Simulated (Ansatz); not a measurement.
**Ba, first-principles data**

Ba:
```xyz
2
Lattice="0.0000 3.7820 3.7820 3.7820 0.0000 3.7820 3.7820 3.7820 0.0000" Properties=species:S:1:pos:R:3 pbc="T T T"
Ba     0.0000     0.0000     0.0000
Ba     1.8910     1.8910     1.8910
```

Space group Fd-3m (No. 227), diamond; conventional cell a = b = c = 7.564 Å, α = β = γ = 90.00°.

Method: DFT-r²SCAN in the program Ansatz with PAW potentials. The cell and atoms are relaxed at this level. Other levels are named where they apply.

**Cell and energy**

- Volume per atom: 54.10 Å³
- Density: 4.22 g/cm³

**Electronic structure**

* **Electronic character**: metallic (no gap)
* **Density of states at the Fermi level**: 0.39 states/eV per atom (mean over ±0.08 eV)
* **Gap with spin–orbit coupling**: none (metallic)

**Mechanics**

- Bulk modulus (Birch–Murnaghan fit): 12.9 GPa
- Pressure derivative B′: 6.8
- Elastic constants (relaxed ions, GPa): C11 = 3.9, C12 = 17.5, C44 = -14.2
- Mechanical stability: unstable (C has a negative eigenvalue)

The start of the workflow was typed in or built on a structure type; neither database checked (COD, Materials Project) lists it. It is not the phase usual at ambient conditions (space group No. 229). The cell was relaxed with r²SCAN under the symmetry of its start. The volume moved by -46 % from the start of the relaxation. As this level gives no gap, shear constants depend on the k-mesh and smearing (Fermi–Dirac, 0.1 eV here). Scalar-relativistic: spin–orbit coupling is off unless named, which matters more the heavier the elements.

Potentials: the later of the program's two PAW sets.
